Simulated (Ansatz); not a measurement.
A relaxed structure of CdS. All values below come from PBEsol (plane waves to 420 eV, PAW, scalar-relativistic; Ansatz, a first-principles code).

```xyz
4
Lattice="4.1234 0.0000 0.0000 -2.0617 3.5710 0.0000 0.0000 0.0000 6.7125" Properties=species:S:1:pos:R:3 pbc="T T T"
Cd     2.0617     1.1903     0.0049
Cd     0.0000     2.3806     3.3611
S      2.0617     1.1903     4.1917
S      0.0000     2.3806     0.8355
```

Question: Determine the symmetry and give the standard cell with its independent sites.

Answer: Space group P6₃mc (No. 186); a = b = 4.123 Å, c = 6.712 Å, α = β = 90.00°, γ = 120.00°

| atom | site | symmetry | x | y | z |
|---|---|---|---|---|---|
| Cd | 2b | 3m. | 0.6667 | 0.3333 | 0.0007 |
| S | 2b | 3m. | 0.3333 | 0.6667 | 0.1245 |

This is the wurtzite type.

Question: Give the shortest distances between elements (the closest pairs, up to four, under 3.6 Å).

Answer: Cd–S 2.52 Å.

- Volume per atom = 24.71 Å³
- Band gap = 1.09 eV, direct at Γ (no spin-orbit coupling)

No spin polarisation in the result.

Measured for CdS: a 4.136 Å (as listed in Ankan Biswas, S.R. Meher, Deepak K. Kaushik, Journal of Physics Conference Series (2022)); c 6.714 Å (as listed in Ankan Biswas, S.R. Meher, Deepak K. Kaushik, Journal of Physics Conference Series (2022)). Computed minus measured — a: PBEsol -0.3 %; c: PBEsol 0.0 %. The computed values are for a static lattice.

The run could not lose the symmetry of its start.
